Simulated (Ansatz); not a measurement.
CoPtO2:
Space group R-3m, hexagonal axes (No. 166); a = b = 2.809 Å, c = 17.712 Å, α = β = 90.00°, γ = 120.00°

```json
[
 {"atom": "Co", "site": "3b", "symmetry": "-3m", "x": "0.0000", "y": "0.0000", "z": "0.5000"},
 {"atom": "Pt", "site": "3a", "symmetry": "-3m", "x": "0.0000", "y": "0.0000", "z": "0.0000"},
 {"atom": "O", "site": "6c", "symmetry": "3m", "x": "0.0000", "y": "0.0000", "z": "0.1122"}
]
```
(The calculation used a cell of 4 atoms; values per cell refer to that cell.)

Relaxed at zero pressure with plane-wave PAW PBEsol (Ansatz code).

Task: The volume is lowered by 6 % and shape and atoms relax at that volume. What pressure results, and how do the axes share the change?

Result: 18.7 GPa; a -2.5 %, b -2.5 %, c -1.1 %; the energy rises by 33 meV/atom.

Task: Give the new structure.

Result: 
Space group R-3m, hexagonal axes (No. 166); a = b = 2.7383 Å, c = 17.5190 Å, α = β = 90.00°, γ = 120.00°

```json
[
 {"atom": "Co", "site": "3b", "symmetry": "-3m", "x": "0.0000", "y": "0.0000", "z": "0.5000"},
 {"atom": "Pt", "site": "3a", "symmetry": "-3m", "x": "0.0000", "y": "0.0000", "z": "0.0000"},
 {"atom": "O", "site": "6c", "symmetry": "3m", "x": "0.0000", "y": "0.0000", "z": "0.1116"}
]
```

The phase is kept; no other phase was compared at this pressure.

Symmetry was held in the PBEsol relaxation; of distortions, only those at the zone centre were tested. No spin polarisation was allowed. No Hubbard U is applied. Spin–orbit coupling is left out wherever it is not named.

Potentials: the later of the program's two PAW sets.
